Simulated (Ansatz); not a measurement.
InSe (beta-GaS type, space group P6_3/mmc)

```
InSe
1.0
    4.03209     0.00000     0.00000
   -2.01605     3.49190     0.00000
    0.00000     0.00000    16.76410
In Se
4 4
Direct
  0.33333   0.66667   0.66668
  0.66667   0.33333   0.16668
  0.66667   0.33333   0.33332
  0.33333   0.66667   0.83332
  0.33333   0.66667   0.08992
  0.66667   0.33333   0.58992
  0.66667   0.33333   0.91008
  0.33333   0.66667   0.41008
```

Equation-of-state scan: isotropic scaling of the cell above, V₀ being its volume. The atoms relax within the cell's symmetry.

The numbers are results of PBE-D3(BJ) (plane waves to 420 eV, PAW, scalar-relativistic; Ansatz, a program for electronic structure), not measurements. k mesh 9×9×2 (Γ-centred), Fermi-Dirac smearing 0.05 eV. Compression counts positive. InSe was relaxed with its symmetry unable to fall.

At one point of the scan the stress tensor (GPa) is:

```
  -0.73     0.00     0.00
   0.00    -0.73     0.00
   0.00     0.00    -0.39
```

Problem. Which point is it?
A) V/V₀ = 1.075
B) V/V₀ = 1.025
C) V/V₀ = 1.050
D) V/V₀ = 1.100

Solution. B, V/V₀ = 1.025

(A scan under strain: stresses follow from slopes of the energy per volume, elastic moduli from its curvatures.)
